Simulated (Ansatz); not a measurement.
YCu3S3 in space group R-3 (No. 148; Y on 6c, Cu on 18f, S on 18f), plane-wave PAW PBE (Ansatz code), all energies at zero smearing, with the estimated change up to a 700 eV cutoff added, with one set of potentials and settings (totals compare only within such a set). Cell of 14 atoms (2 Y, 6 Cu, 6 S): -52872.882 eV.

```tsv
element	reference phase	E (eV/atom)
Y	P6_3/mmc, 2 atoms in the cell	-3848.6668
Cu	Fm-3m, 1 atoms in the cell	-6625.1757
S	Fddd, 32 atoms in the cell	-902.0599
```

Formation energy per atom, worked out: (-52872.882 − 2×(-3848.6668) − 6×(-6625.1757) − 6×(-902.0599))/14 = -0.867 eV/atom (-84 kJ per mol of atoms), at 0 K, without zero-point energy or fitted corrections.

The first step of the workflow began from a Materials Project structure, measured or hypothetical; the Crystallography Open Database copy checked does not list it. Whether it is the stable phase at ambient conditions was not checked. Symmetry was held in the PBE relaxation; whether a distortion lowers the energy is not shown. No spin polarisation was allowed. The references are the lowest solids computed at this level, not always the standard phases.

Potentials: the later of the program's two PAW sets.
